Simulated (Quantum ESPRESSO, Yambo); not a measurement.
Levels of theory for the gap of Cs2PtBr6

Cs$_{2}$PtBr$_{6}$ (space group Fm-3m, No. 225): one geometry, one set of norm-conserving PBEsol (Quantum ESPRESSO, 84 Ry, scalar-relativistic) orbitals, self-energies from Yambo (2×2×2 Γ-centred k mesh, bands 5 to 324 and a 6 Ry block in the screening, 324 bands in G with the Bruneval-Gonze terminator, plasmon pole fitted at 27.2 eV).

The geometry is that of Materials Project entry mp-30062, symmetrised and not relaxed again.

| level | gap Γ → X (eV) | direct gap at X (eV) | rough Yambo cost |
|---|---|---|---|
| PBEsol (Quantum ESPRESSO) | 1.29 | 1.31 | – |
| exchange only (Hartree-Fock self-energy on PBEsol orbitals) | 8.45 | 8.47 | about 1/8 (6 states) |
| static COHSEX@PBEsol | 4.21 | 4.22 | within a factor of two (3 states) |
| G0W0@PBEsol, plasmon pole | 3.41 | 3.43 | 1 (6 states) |

Bare exchange has no screening and gives the widest gap; static COHSEX screens it but leaves out the frequency dependence, which G0W0 restores.

Costs are rough ratios of core time on shared machines.

Nearest settings tried, and what they do to the gap: 210 bands in G: -3 meV; 3 Ry block (181 vectors against 537): -151 meV. Not varied: bands in W, mesh. So the settings aren't converged at that level. The k mesh is coarse.

Without spin-orbit coupling, band edges of such heavy elements can be off by tenths of an eV.

The structure is a Materials Project entry; no match was found in the copy of COD used, and its stability was not checked.
